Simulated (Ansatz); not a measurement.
BaZrO₃ (cubic perovskite, Pm-3m), a = 4.147 Å, b = 4.147 Å, c = 4.147 Å, α = 90.00°, β = 90.00°, γ = 90.00°.

Relaxed with LDA.

Which orbitals make up the states near the band edges in plane-wave PAW LDA (Ansatz code)?

Top 1 eV of the valence band: O 2p 94 %. Bottom 1 eV of the conduction band: Zr 4d 86 %, O 2p 6 %, outside the projected shells 8 %. Projections are on Löwdin-orthogonalised atomic valence shells; empty p or d shells of many metals are not among them.

Tabulate the density of states.

States/eV per cell of 5 atoms, in 0.25 eV bins, energy from the valence-band maximum.

```
E (eV)  total  O 2p  Zr 4d  Ba 6s
------  -----  ----  -----  -----
-7.85    0.00  0.00   0.00   0.00
-7.60    0.00  0.00   0.00   0.00
-7.35    0.00  0.00   0.00   0.00
-7.10    0.00  0.00   0.00   0.00
-6.85    0.00  0.00   0.00   0.00
-6.60    0.00  0.00   0.00   0.00
-6.35    0.00  0.00   0.00   0.00
-6.10    0.00  0.00   0.00   0.00
-5.85    0.00  0.00   0.00   0.00
-5.60    0.00  0.00   0.00   0.00
-5.35    0.00  0.00   0.00   0.00
-5.10    0.00  0.00   0.00   0.00
-4.85    0.00  0.00   0.00   0.00
-4.60    0.00  0.00   0.00   0.00
-4.35    0.00  0.00   0.00   0.00
-4.10    0.00  0.00   0.00   0.00
-3.85    1.14  0.76   0.32   0.01
-3.60    4.79  3.31   1.13   0.04
-3.35    3.50  2.45   0.71   0.07
-3.10    3.38  2.38   0.67   0.08
-2.85    3.24  2.38   0.56   0.05
-2.60    4.18  3.01   0.74   0.04
-2.35    7.87  5.82   1.46   0.03
-2.10    6.40  5.14   0.79   0.02
-1.85    4.76  3.98   0.42   0.01
-1.60    3.14  2.71   0.18   0.02
-1.35    3.91  3.49   0.09   0.06
-1.10    4.66  4.25   0.09   0.05
-0.85    6.00  5.56   0.11   0.02
-0.60    8.45  7.86   0.16   0.03
-0.35    4.62  4.41   0.04   0.01
-0.10    1.96  1.91   0.00   0.00
0.15     0.00  0.00   0.00   0.00
0.40     0.00  0.00   0.00   0.00
0.65     0.00  0.00   0.00   0.00
0.90     0.00  0.00   0.00   0.00
1.15     0.00  0.00   0.00   0.00
1.40     0.00  0.00   0.00   0.00
1.65     0.00  0.00   0.00   0.00
1.90     0.00  0.00   0.00   0.00
2.15     0.00  0.00   0.00   0.00
2.40     0.00  0.00   0.00   0.00
2.65     0.00  0.00   0.00   0.00
2.90     0.00  0.00   0.00   0.00
3.15     0.01  0.00   0.01   0.00
3.40     0.30  0.01   0.27   0.00
3.65     0.81  0.03   0.72   0.00
3.90     0.97  0.06   0.83   0.00
4.15     1.18  0.11   0.96   0.00
4.40     1.30  0.15   1.01   0.00
4.65     1.42  0.19   1.05   0.01
4.90     1.82  0.25   1.20   0.01
5.15     2.29  0.33   1.41   0.02
5.40     2.63  0.40   1.52   0.03
5.65     4.19  0.72   2.43   0.07
5.90     4.64  0.80   2.46   0.14
6.15     3.20  0.40   1.10   0.14
6.40     2.16  0.18   0.48   0.12
6.65     1.73  0.15   0.26   0.14
6.90     2.64  0.25   0.45   0.24
7.15     3.81  0.35   0.66   0.33
7.40     4.00  0.35   0.63   0.45
7.65     4.35  0.37   0.73   0.34
7.90     3.49  0.26   0.62   0.19
```

The cell was relaxed with LDA under the symmetry of its start. At this level the phase is dynamically unstable (imaginary phonons). The run is not spin-polarised. Scalar-relativistic: spin–orbit coupling is off unless named, which matters more the heavier the elements.

Potentials: the later of the program's two PAW sets.
